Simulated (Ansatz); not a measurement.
Starting structure of a cell relaxation (symmetry kept):

```xyz
4
Lattice="-1.8860 1.8860 7.1527 1.8860 -1.8860 7.1527 1.8860 1.8860 -7.1527" Properties=species:S:1:pos:R:3 pbc="T T T"
Se    1.8860    0.0000    3.5763
Se    0.0000    1.8860    3.5763
Se    0.0000    0.0000    7.1527
Br    0.0000    0.0000    0.0000
```

Method: Ansatz, DFT PBE+D3(BJ), scalar-relativistic, plane waves, PAW.

Plane waves to 420 eV, a k mesh through Γ of 16×16×16 on the computed 4-atom cell and Gaussian smearing (0.10 eV); no spin polarisation.

Question: What does it relax to?

Answer: The volume is unchanged to within 0.01 Å³/atom to 25.44 Å³/atom, and the energy changes by under 0.1 meV/atom. Final structure:
```
Se Br
1.0
    -1.88605    1.88605    7.15267
     1.88605   -1.88605    7.15267
     1.88605    1.88605   -7.15267
Se Br
3 1
Direct
  0.25000 0.75000 0.50000
  0.75000 0.25000 0.50000
  0.50000 0.50000 0.00000
  0.00000 0.00000 0.00000
```

Spin polarisation was left out, and a magnetic state may lie lower.

Cost: 1 run of about 3.5 core-minutes, on Arm Neoverse V1 (shared hosts).